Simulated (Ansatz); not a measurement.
Born–Oppenheimer molecular dynamics of a 18-atom Si$_{2}$TeO$_{6}$ cell at 15.33 Å³/atom, computed with Ansatz: Langevin thermostat at 3400 K, 250 steps of 2.0 fs, friction 0.03 1/fs. The run is short and the cell small, so it isn't an equilibrium average.

```yaml
crystal:
  lattice:
    - [6.740815, -0.020952, -0.083622]
    - [-0.020952, 6.509114, -0.137482]
    - [-0.083622, -0.137482, 6.294228]
  atoms:
    - { symbol: Te, position: [0.9810898901, 0.7305634041, 0.6939849878] }
    - { symbol: Te, position: [0.2769164631, 0.0986056166, 0.9561440325] }
    - { symbol: O, position: [0.5473173767, 0.6189540127, 0.5402191981] }
    - { symbol: O, position: [0.4880668239, 0.2790785142, 0.7628720208] }
    - { symbol: O, position: [0.2594162794, 0.7270774572, 0.8262878658] }
    - { symbol: O, position: [0.9191133305, 0.6551802812, 0.058513332] }
    - { symbol: O, position: [0.040037238, 0.2328697391, 0.784004708] }
    - { symbol: O, position: [0.7006728613, 0.4710973, 0.432453398] }
    - { symbol: O, position: [0.7416836554, 0.1575676965, 0.0355594927] }
    - { symbol: O, position: [0.1286089504, 0.0295994062, 0.3690713552] }
    - { symbol: O, position: [0.3872937008, 0.8180992293, 0.3696685538] }
    - { symbol: O, position: [0.1365798512, 0.6189278954, 0.300689559] }
    - { symbol: O, position: [0.709358036, 0.0001006497, 0.4862160796] }
    - { symbol: O, position: [0.7243940972, 0.6629281118, 0.9886910156] }
    - { symbol: Si, position: [0.8691960848, 0.0999563332, 0.3341703079] }
    - { symbol: Si, position: [0.9118654152, 0.3812677952, 0.9320611812] }
    - { symbol: Si, position: [0.4805992846, 0.0168121505, 0.6648697439] }
    - { symbol: Si, position: [0.3227977312, 0.6258408908, 0.1142325796] }
  symmetry: { detect: false }
basis:
  ecutwfc: 420
  xc_grid: 1
kpoints:
  mp_grid: { grid: [1, 1, 1], shift: [0.0, 0.0, 0.0] }
hamiltonian:
  xc: pbe
scf:
  occupations: { method: fermi_dirac, width: 0.293 }
  lower_state_search: "off"
  convergence: { dr2_threshold: 1.0e-05 }
output:
  forces: true
  stress: true
md:
  timestep: 2.0
  n_steps: 250
  ensemble: nvt_langevin
  friction: 0.03
  temperature: 3400.0
  initial_velocities: maxwell_boltzmann
  seed: 76880
```

```bash
ansatz run input.yaml --threads 2 --pin off --max-ram 5120MiB --backend cpu --events-out ev --progress --plain --runs-dir out
```

These are results of DFT PBE, scalar-relativistic, plane waves, PAW (Ansatz 0.2.0), not measurements.

6 frames, positions in Å (not wrapped into the cell) and forces in eV/Å:

```xyz
18
Lattice="6.741 -0.021 -0.084 -0.021 6.509 -0.137 -0.084 -0.137 6.294" Properties=species:S:1:pos:R:3:forces:R:3 pbc="T T T" time_fs=0.0 temperature_K=3211 free_energy_over_first_frame_eV=0.000
Te    6.540    4.639    4.186    0.180   -1.370   -1.080
Te    1.785    0.505    5.981    0.220    2.660    2.060
O     3.631    3.943    3.269    3.170   -3.100   -2.170
O     3.220    1.701    4.723   -1.410   -3.100   -0.660
O     1.664    4.614    5.079   -0.410   -1.140    0.930
O     6.177    4.237    0.201    0.310   -1.260    0.070
O     0.199    1.407    4.899    1.790   -0.460   -0.240
O     4.677    2.992    2.599   -2.400    3.050    2.110
O     4.993    1.005    0.140    3.480    1.960    2.900
O     0.835    0.139    2.308   -4.850    1.800   -0.720
O     2.563    5.266    2.182    1.080   -0.450   -0.490
O     0.883    3.984    1.796    1.730   -0.970   -0.980
O     4.741   -0.081    3.001   -0.860    0.750    0.820
O     4.786    4.164    6.071   -2.300   -0.010   -0.950
Si    5.829    0.586    2.017    1.930   -0.360   -1.500
Si    6.061    2.334    5.738   -3.760    0.160    1.250
Si    3.184    0.008    4.142    3.520    1.410   -4.370
Si    2.153    4.051    0.606   -1.420    0.430    3.010
18
Lattice="6.741 -0.021 -0.084 -0.021 6.509 -0.137 -0.084 -0.137 6.294" Properties=species:S:1:pos:R:3:forces:R:3 pbc="T T T" time_fs=100.0 temperature_K=2876 free_energy_over_first_frame_eV=-10.126
Te    6.772    4.670    4.757    2.180   -4.410   -2.550
Te    1.888    1.166    6.550   -3.810    0.680    3.850
O     3.404    2.283    2.059   -1.080    1.550    1.180
O     2.497    1.637    5.029    6.410    1.980   -4.740
O     1.974    4.273    5.604   -2.350    2.190    2.580
O     5.631    5.989   -1.008   -2.460    2.830    1.380
O     0.474    1.266    5.021   -3.990   -1.460    2.160
O     3.037    3.154    2.913    0.350   -1.090   -0.940
O     4.882    1.473    0.551    1.030   -2.120    1.650
O    -0.040   -1.109    1.811   -4.960    0.960    1.900
O     2.379    5.365    2.046   -1.650   -1.030   -1.620
O     0.512    3.030    1.028    2.290    1.610    0.390
O     4.273    0.149    2.817    4.730   -0.230   -1.110
O     5.308    2.715    4.645   -1.250    4.930   -2.880
Si    5.783    0.104    1.849   -4.860    6.040    0.290
Si    5.532    1.482    5.443    3.600   -3.880    0.720
Si    2.893   -0.252    3.480   -1.600   -0.790    1.120
Si    1.141    4.727    1.114    7.410   -7.780   -3.360
18
Lattice="6.741 -0.021 -0.084 -0.021 6.509 -0.137 -0.084 -0.137 6.294" Properties=species:S:1:pos:R:3:forces:R:3 pbc="T T T" time_fs=200.0 temperature_K=3882 free_energy_over_first_frame_eV=-10.550
Te    6.382    4.510    4.449   -0.960   -6.010    2.250
Te    1.659    1.308    6.309   -0.660    0.430   -0.720
O     4.215    2.637    1.582   -2.530    2.820    3.760
O     4.006    1.200    4.579    0.300    1.010   -1.920
O     2.130    4.863    5.797   -1.510   -2.580    2.900
O     5.535    6.135   -2.056   -0.650    2.780    0.740
O    -0.029    1.712    4.827    1.150    0.160    1.870
O     3.139    3.144    2.653    1.830   -0.730   -0.940
O     5.001    1.083    0.678    0.350   -2.080    4.420
O     0.538    0.035    0.376   -0.490    0.090    1.020
O     1.268    4.964    2.529    1.010    2.330   -1.760
O     1.032    2.855    1.442   -0.460   -0.590   -3.010
O     3.875   -0.166    2.321   -4.180   -3.020    0.830
O     4.732    3.316    5.235    2.540    1.870   -0.680
Si    4.457    1.258    2.448    0.550    2.590    0.110
Si    5.405    1.013    5.577    0.350    0.280   -7.460
Si    2.242   -0.167    3.237    0.760   -1.020   -0.530
Si    1.204    4.445    0.887    2.600    1.660   -0.880
18
Lattice="6.741 -0.021 -0.084 -0.021 6.509 -0.137 -0.084 -0.137 6.294" Properties=species:S:1:pos:R:3:forces:R:3 pbc="T T T" time_fs=300.0 temperature_K=3788 free_energy_over_first_frame_eV=-14.075
Te    6.376    4.708    4.550    2.080   -0.730   -2.420
Te    1.833    1.628    6.119    1.090    1.540    1.290
O     3.259    2.078    1.891    2.080   -1.270   -0.590
O     4.917    1.539    3.902    2.120   -0.630   -0.200
O     2.246    4.996    5.426   -0.090    0.810    0.260
O     7.659    7.201   -1.897   -2.080    1.740    0.000
O    -0.430    3.163    5.710   -1.160   -3.920    0.410
O     2.695    2.684    2.872    0.000    0.420    1.370
O     5.287    0.683    0.519   -0.430    3.350    1.600
O     0.074   -0.760    0.120   -0.640   -0.340    1.870
O     1.564    6.054    2.281   -0.780   -1.120   -2.450
O     1.549    3.611    1.083   -0.490    1.400   -0.390
O     4.142   -0.554    2.567    0.210    1.880   -2.240
O     4.687    5.196    4.457   -1.980    0.100    1.520
Si    4.883    0.941    2.294   -2.180    0.000   -0.680
Si    6.086    1.393    5.479   -1.350    0.490   -1.280
Si    2.799   -0.464    3.518    0.080   -1.030    2.140
Si    1.376    5.241    0.717    3.530   -2.690   -0.200
18
Lattice="6.741 -0.021 -0.084 -0.021 6.509 -0.137 -0.084 -0.137 6.294" Properties=species:S:1:pos:R:3:forces:R:3 pbc="T T T" time_fs=400.0 temperature_K=3697 free_energy_over_first_frame_eV=-15.917
Te    6.246    4.838    4.674   -0.420    0.860    1.690
Te    2.209    1.353    6.289    0.740    0.260    1.540
O     3.206    2.307    2.618    0.030   -1.070    0.120
O     5.524    1.656    3.539    2.720   -1.040    2.360
O     1.772    5.239    5.130    0.150    1.100   -1.440
O     7.150    7.658   -0.829   -3.010    1.100   -0.230
O    -1.545    3.142    5.268   -1.070    8.590    1.470
O     3.048    2.448    4.000   -0.560    0.430    0.120
O     4.413    1.261    0.856    2.320    2.010   -4.260
O    -0.296   -1.202    0.827    0.580    0.580   -2.340
O     1.787    5.353    2.580   -1.370    0.750   -1.230
O     1.836    3.891    0.678    0.290   -1.480    0.060
O     4.362   -0.470    2.348   -2.860   -1.240    3.060
O     4.371    5.726    4.729   -1.370   -1.080   -0.710
Si    4.530    1.155    2.483   -2.090   -0.830   -1.970
Si    5.626    1.751    5.436    1.470   -7.460   -1.000
Si    3.086   -1.077    3.638    2.470    0.790    1.790
Si    1.358    5.466    0.722    1.970   -2.280    0.980
18
Lattice="6.741 -0.021 -0.084 -0.021 6.509 -0.137 -0.084 -0.137 6.294" Properties=species:S:1:pos:R:3:forces:R:3 pbc="T T T" time_fs=500.0 temperature_K=2631 free_energy_over_first_frame_eV=-19.597
Te    6.038    4.931    4.245   -0.780   -0.370    0.900
Te    2.344    1.529    6.176   -3.510   -4.920    5.960
O     3.274    2.565    1.948    0.850    1.160   -0.240
O     5.332    1.530    3.408    0.180   -0.060    1.090
O     2.226    5.682    4.846    1.060    1.180   -4.040
O     6.951    7.799   -0.736   -0.130    0.810   -1.160
O    -1.248    3.599    5.735    0.470   -0.140   -1.430
O     3.052    2.302    4.891    4.210    3.670   -7.950
O     4.630    1.257    0.158   -0.020   -0.440    1.550
O     1.585   -0.342    0.569   -3.270   -1.480    1.290
O     1.396    4.804    2.689   -0.470   -0.930   -1.880
O     1.616    3.304    0.355   -2.920    4.730    1.300
O     3.053    0.206    1.968    1.520   -2.000    4.790
O     4.387    5.287    3.352   -0.900   -0.320    0.160
Si    4.257    1.340    2.172   -0.030    1.530   -0.530
Si    5.507    1.903    5.278   -0.480   -0.540   -0.450
Si    2.640   -0.789    3.394    2.840    0.210    1.360
Si    1.274    4.754    1.022    1.410   -2.090   -0.710
```

Over the second half the temperature averages 3668 K and the pressure (kinetic part included, positive in compression) 3.5 GPa. Mean square displacements at the end: O 4.80 Å², Si 1.34 Å², Te 0.93 Å² (from the start of this run, the atoms' common shift taken off).

One k point is coarse for so small a cell, so forces and above all the pressure are rough.

The run took 4.3 min on 2 threads of Arm Neoverse V1, with other jobs on the host, peak memory 0.39 GiB.